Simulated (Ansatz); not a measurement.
A geometry of CdAu away from equilibrium: step 8 of the relaxation of a generated trial cell of CdAu in the AFLOW prototype AB_hR6_160_3a_3a (as in SiC). Calculation: PBE (plane waves to 420 eV, PAW, scalar-relativistic; Ansatz, a program for electronic structure). Γ-centred k-mesh 10×10×10 on the run's cell (coarser than for final values), Fermi–Dirac smearing 0.05 eV.

```xyz
6
Lattice="2.1824 1.2600 10.6652 -2.1824 1.2600 10.6652 0.0000 -2.5200 10.6652" Properties=species:S:1:pos:R:3:forces:R:3 pbc="T T T" free_energy=-64209.921 pressure_GPa=3.4
Au     0.0000     0.0000     0.0032    0.0000    0.0000   -0.0010
Au     0.0000     0.0000     7.1096    0.0000    0.0000   -0.0017
Au     0.0000     0.0000    24.8745    0.0000    0.0000   -0.0025
Cd     0.0000     0.0000     2.6739    0.0000    0.0000    0.0013
Cd     0.0000     0.0000     9.7847    0.0000    0.0000    0.0013
Cd     0.0000     0.0000    27.5441    0.0000    0.0000    0.0025
```

Positions in Å, forces in eV/Å, free energy of the cell in eV (comparable only within this code, potentials and settings). Largest force: all forces are below 0.005 eV/Å; the geometry lies 0.31 eV/atom above the end of its relaxation.

No spin polarisation in the result.

The run could not lose the symmetry of its start, so the end can be a saddle point.

The end of the path is a generated cell of CdAu: the first start was made by placing the elements on the sites of a structure type, and the end was not matched to a known phase here, so it may be hypothetical.
